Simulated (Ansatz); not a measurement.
Cu Kα1 powder pattern (kinematic, no thermal factors).
```tsv
2θ (°)	relative intensity
23.36	54
27.53	53
36.41	4
47.78	36
48.67	100
54.66	22
56.03	13
56.83	6
62.28	3
70.58	55
74.81	1
77.34	5
78.02	5
81.44	2
82.79	3
```

The pattern is computed from a structure relaxed with DFT PBE, scalar-relativistic, plane waves, PAW (Ansatz). No spin polarisation. Its elements are Li, N, Si.

Question: Give the structure.

Answer: Li2SiN3.
Space group P6/mmm (No. 191). a = 3.739 Å, b = 3.739 Å, c = 3.804 Å, α = 90.00°, β = 90.00°, γ = 120.00°
| atom | site | symmetry | x | y | z |
| --- | --- | --- | --- | --- | --- |
| Li | 2c | -6m2 | 0.3333 | 0.6667 | 0.0000 |
| Si | 1b | 6/mmm | 0.0000 | 0.0000 | 0.5000 |
| N | 2d | -6m2 | 0.3333 | 0.6667 | 0.5000 |
| N | 1a | 6/mmm | 0.0000 | 0.0000 | 0.0000 |

A pattern alone doesn't exclude other cells with like lines; this is the one computed.

Another cell of Li2SiN3 relaxed alike, in P6_3/mmc, lies 0.44 eV/atom lower, so this cell isn't the stable form at this level.

It was reached by relaxing an invented guess, and it needn't be the stable form of this composition.
